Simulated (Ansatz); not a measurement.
Values for one crystal, relaxed and computed with plane-wave PAW PBEsol (Ansatz code); other levels are named.

| Quantity | Result |
|---|---|
| Volume per atom | 14.69 Å³ |
| Electronic character | metallic (no gap) |
| Pressure derivative B′ | 4.8 |
| Density of states at the Fermi level | 1.1 states/eV per atom (mean over ±0.08 eV) |
| Formation energy from the elements (no fitted shifts) | 0.18 eV/atom |
| Bulk modulus (Birch–Murnaghan fit) | 316 GPa |

Task: Which compound is it?
(A) AlAg, Cmcm (Ag on 4c, Al on 4c)
(B) ZrRu, rock salt
(C) NbRu, rock salt
(D) RuW, Cmcm (W on 4c, Ru on 4c)

Result: D, RuW, Cmcm (W on 4c, Ru on 4c)

The start of the workflow was typed in or built on a structure type; neither database checked (COD, Materials Project) lists it. Its standing as an ambient phase is unchecked. The PBEsol relaxation kept the symmetry of its start; whether a distortion lowers the energy is not shown. No spin polarisation was allowed. Its formation energy is positive at this level, so the cell may be metastable or incomplete. The references are the lowest solids computed at this level, not always the standard phases. Spin–orbit coupling is left out wherever it is not named.

Potentials: the earlier of the program's two PAW sets. The files were generated under PBE; for other functionals the program regenerates the frozen cores, and for LDA and PBEsol the local potential too.
